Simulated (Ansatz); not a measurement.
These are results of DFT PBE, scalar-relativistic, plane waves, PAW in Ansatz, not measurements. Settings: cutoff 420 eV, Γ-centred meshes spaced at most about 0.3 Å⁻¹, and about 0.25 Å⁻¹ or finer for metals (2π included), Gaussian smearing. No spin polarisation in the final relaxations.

These are static total energies at zero pressure.

Two relaxed structures of AlIn₃Sb₂:

A.

```cif
data_structure
_symmetry_space_group_name_H-M 'P-6m2'
_symmetry_Int_Tables_number 187
_cell_length_a 5.3577
_cell_length_b 5.3577
_cell_length_c 6.4585
_cell_angle_alpha 90.000
_cell_angle_beta 90.000
_cell_angle_gamma 120.000
_cell_volume 160.55
loop_
_atom_site_label
_atom_site_type_symbol
_atom_site_symmetry_multiplicity
_atom_site_Wyckoff_symbol
_atom_site_fract_x
_atom_site_fract_y
_atom_site_fract_z
_atom_site_occupancy
Al1 Al 1 a 0.00000 0.00000 0.00000 1
In1 In 1 b 0.00000 0.00000 0.50000 1
In2 In 1 c 0.33333 0.66667 0.00000 1
In3 In 1 d 0.33333 0.66667 0.50000 1
Sb1 Sb 2 i 0.66667 0.33333 0.23341 1
```

B.

```cif
data_structure
_symmetry_space_group_name_H-M 'R-3m:H'
_symmetry_Int_Tables_number 166
_cell_length_a 10.5885
_cell_length_b 10.5885
_cell_length_c 8.3526
_cell_angle_alpha 90.000
_cell_angle_beta 90.000
_cell_angle_gamma 120.000
_cell_volume 811.01
loop_
_atom_site_label
_atom_site_type_symbol
_atom_site_symmetry_multiplicity
_atom_site_Wyckoff_symbol
_atom_site_fract_x
_atom_site_fract_y
_atom_site_fract_z
_atom_site_occupancy
Al1 Al 3 b 0.00000 0.00000 0.50000 1
In1 In 9 d 0.83333 0.16667 0.16667 1
Sb1 Sb 6 c 0.00000 0.00000 0.80642 1
```

Question: Which would you expect to be lower, and how large is the difference?

Answer: A is lower, by 0.41 eV/atom. A has space group P-6m2 (No. 187), 26.8 Å³/atom and no gap on its mesh; B has space group R-3m (No. 166), 45.1 Å³/atom and no gap. Counting Sb atoms around Al and In (those within 1.25 times the shortest such distance or 1.15 times the sum of covalent radii; the shortest distance is added where it is long for a bond; a slash parts the counts of unlike sites), A has Al 6 from 3.4 Å, In 6 from 3.4 Å/6 from 3.5 Å and B has Al 2, In 2. A holds Sb–Sb pairs (shortest 3.02 Å); in B the shortest Sb–Sb distance is 3.23 Å, near bonding range too. The denser one is the lower, and pressure would at first widen the difference. Even the lower one lies +0.17 eV/atom against the reference forms of the elements (uncorrected), so neither is stable at this level. In A, Al is surrounded by 5 In at 3.09–3.23 Å and 6 Sb at 3.44 Å; In on its first site has 3 In at 3.09 Å, 2 Al at 3.23 Å and 6 Sb at 3.54 Å; Sb is surrounded by 1 Sb at 3.02 Å, 3 Al at 3.44 Å, 9 In at 3.44–3.54 Å and 1 Sb at 3.44 Å; 2 more sites not described. In B, Al is surrounded by 2 Sb at 2.56 Å; In is surrounded by 2 Sb at 3.06 Å; Sb has 1 Al at 2.56 Å, 3 In at 3.06 Å and 1 Sb at 3.23 Å. Both come from invented guesses.

Spin–orbit coupling, which can matter for Sb, is left out. Cells relaxed within their symmetry can be saddle points.
